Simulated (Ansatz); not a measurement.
Sr (diamond, Fd-3m) at seven volumes, PBEsol in the plane-wave PAW code Ansatz, scaled uniformly. One row is withheld.

| V (Å³/atom) | P (GPa) |
|---|---|
| 94.525 | 0.29 |
| 97.642 | ? |
| 100.758 | 0.09 |
| 103.874 | 0.00 |
| 106.990 | -0.08 |
| 110.107 | -0.15 |
| 113.223 | -0.22 |

Question: Fit the shown pressures and predict the withheld one.

Answer: P = (3/2)B₀(x^(7/2) − x^(5/2))[1 + (3/4)(B′ − 4)(x − 1)] with x = (V₀/V)^(2/3). Least squares on the six rows gives V₀ = 103.918 Å³/atom, B₀ = 2.8 GPa, B′ = 2.04. At V = 97.642, x = 1.0424 and P = 0.19 GPa. The run itself gave 0.19 GPa.

The start of the workflow was typed in or built on a structure type; neither database checked (COD, Materials Project) lists it. It is not the phase usual at ambient conditions (space group No. 225). Symmetry was held in the PBEsol relaxation. At this level the phase is mechanically unstable. The volume moved by 16 % from the start of the relaxation.

Potentials: the later of the program's two PAW sets.
